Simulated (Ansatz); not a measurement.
An element in the diamond structure gives these cold pressures by all-electron LAPW under LDA (Ansatz 0.2.0, scalar-relativistic, no spin polarisation).

| V (Å³/atom) | P (GPa) |
| --- | --- |
| 118.43 | 0.01 |
| 112.51 | 0.08 |
| 100.66 | 0.28 |
| 88.82 | 0.58 |
| 76.98 | 1.04 |
| 65.14 | 1.76 |
| 53.29 | 3.08 |
| 47.37 | 4.32 |

**Question.** Which element is it?

**Answer.** Rb. Its zero-pressure volume in this structure is near 118.4 Å³/atom; the volume and the steepness of P(V) together point to it, though neighbours can come close. This is the case that was computed; others weren't tested.
